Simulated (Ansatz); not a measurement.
ReC (CsCl type, space group No. 221) under volume change, PBEsol in the plane-wave PAW code Ansatz, scaled uniformly.

| V (Å³/atom) | E − E(relaxed) (meV/atom) | P (GPa) |
|---|---|---|
| 8.656 | 121.8 | 49.57 |
| 8.941 | 51.1 | 30.31 |
| 9.226 | 12.1 | 13.94 |
| 9.512 | 0.0 | 0.00 |
| 9.797 | 10.8 | -11.86 |
| 10.082 | 41.2 | -21.91 |
| 10.368 | 88.0 | -30.42 |

Q: What does a third-order Birch–Murnaghan fit give for V₀, B₀ and B′?

A: V₀ = 9.51 Å³/atom, B₀ = 427 GPa, B′ = 4.4.

Space group Pm-3m (CsCl type). A made-up cell: these elements were put on the sites of a structure type; neither database checked (COD, Materials Project) lists it. Whether it is the stable phase at ambient conditions was not checked. The PBEsol relaxation kept the symmetry of its start. At this level the phase is dynamically unstable (imaginary phonons). No spin polarisation was allowed. Spin–orbit coupling is left out wherever it is not named.

Potentials: the earlier of the program's two PAW sets. The files were generated under PBE; for other functionals the program regenerates the frozen cores, and for LDA and PBEsol the local potential too.
